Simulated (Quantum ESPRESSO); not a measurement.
## PSi2BC4 (a curve over strain)

Computed values, not a measurement. The program is pw.x of Quantum ESPRESSO 7.5 (plane-wave density functional theory). The cell is made up: 8 atoms on a zincblende/diamond lattice, with randomly drawn elements, strain and displacements, not relaxed. PseudoDojo standard norm-conserving files (v0.5 for PBE, v0.4.1 for LDA and PBEsol) set the functional; there is no spin polarisation, spin-orbit coupling or dispersion term, and the masses in the input are unused placeholders.

Seven runs add a strain to one cell (shear xy, as the tensor component); the atoms follow the cell and are not relaxed. Stress in the table is positive in tension.

Input of the run at -0.0050:

```
&control calculation='scf', pseudo_dir='./dojo.nc.sr.pbe.v0_5.standard.upf', outdir='./o', disk_io='medium', tprnfor=.true., tstress=.true. /
&system ibrav=0, nat=8, ntyp=4, nbnd=22, ecutwfc=82.02448710, nosym=.true., tot_charge=0,
 occupations='smearing', smearing='fd', degauss=0.0018374661
/
&electrons conv_thr=7.350e-09, electron_maxstep=60, /
ATOMIC_SPECIES
B 1.0 B.upf
C 1.0 C.upf
P 1.0 P.upf
Si 1.0 Si.upf
CELL_PARAMETERS angstrom
4.2914 -0.0215 0.0
-0.0215 4.2914 0.0
0.0 0.0 4.2914
ATOMIC_POSITIONS angstrom
P -0.0344 -0.0663 0.0676
Si 0.1908 2.075 2.1351
Si 2.2049 -0.0187 2.0663
B 2.0731 2.1178 -0.0359
C 1.011 1.0843 1.0158
C 1.1377 3.0534 3.1952
C 3.249 1.3367 3.1133
C 3.192 3.1979 1.1304
K_POINTS automatic
4 4 4 1 1 1
```

| added strain | free energy less that of the input shown (eV) | stress xx (GPa) | stress yy (GPa) | stress zz (GPa) | stress xy (GPa) | pressure (GPa) | iterations |
| --- | --- | --- | --- | --- | --- | --- | --- |
| -0.0227 | 0.1064 | -2.16 | 3.13 | 1.13 | -10.50 | -0.70 | 12 |
| -0.0155 | 0.0441 | -1.53 | 3.47 | 1.31 | -6.90 | -1.08 | 12 |
| -0.0119 | 0.0234 | -1.28 | 3.58 | 1.39 | -5.10 | -1.23 | 12 |
| -0.0050 | 0.0000 | -0.89 | 3.69 | 1.50 | -1.65 | -1.44 | 12 |
| +0.0051 | 0.0091 | -0.55 | 3.63 | 1.58 | 3.40 | -1.55 | 12 |
| +0.0101 | 0.0325 | -0.48 | 3.49 | 1.58 | 5.89 | -1.53 | 12 |
| +0.0128 | 0.0496 | -0.47 | 3.39 | 1.58 | 7.25 | -1.50 | 12 |

A cubic fit gives a slope of stress xy against the added strain of 500 GPa at zero added strain, with the atoms clamped. Across the table the free energy follows the integral of the stress to within 0.6 meV. A rerun of one of the cells at 1347 eV and a 6 x 6 x 6 mesh moved values by no more than 0.007 eV in energy, 0.08 GPa in stress and 0.007 eV/Å in force.